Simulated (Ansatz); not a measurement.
Input:

Ga:
```xyz
20
Lattice="5.2658 -6.7705 0.0000 5.2658 6.7705 0.0000 0.0000 0.0000 5.1221" Properties=species:S:1:pos:R:3 pbc="T T T"
Ga     7.6548    -0.7160     1.2805
Ga     2.8768     0.7160     3.8416
Ga     7.6548     0.7160     3.8416
Ga     2.8768    -0.7160     1.2805
Ga     5.2658    -1.4236     2.5635
Ga     5.2658     1.4236     2.5586
Ga     5.2658     1.4236     0.0025
Ga     5.2658    -1.4236     5.1196
Ga     2.3857    -1.8658     3.8416
Ga     8.1459     1.8658     1.2805
Ga     2.3857     1.8658     1.2805
Ga     8.1459    -1.8658     3.8416
Ga     3.9423     3.9252     1.2805
Ga     6.5892    -3.9252     3.8416
Ga     3.9423    -3.9252     3.8416
Ga     6.5892     3.9252     1.2805
Ga     5.2658    -6.6173     1.2805
Ga     5.2658     6.6173     3.8416
Ga     5.2658     3.8552     3.8416
Ga     5.2658    -3.8552     1.2805
```

This is the r²SCAN-relaxed structure.

All from DFT-r²SCAN in the program Ansatz with PAW potentials, unless another level is named. Give the density of states at the Fermi level.

0.26 states/eV per atom (mean over ±0.08 eV).

What about the gap with spin–orbit coupling?

none (metallic).

Space group Cmcm. The workflow started from a Materials Project entry (that database holds measured and hypothetical structures alike); the Crystallography Open Database files this formula in space group No. 63, but the cells were not matched. It is not the phase usual at ambient conditions (space group No. 64). The r²SCAN relaxation kept the symmetry of its start; its stability against distortions is not shown here. Scalar-relativistic: spin–orbit coupling is off unless named, which matters more the heavier the elements.

Potentials: the earlier of the program's two PAW sets.
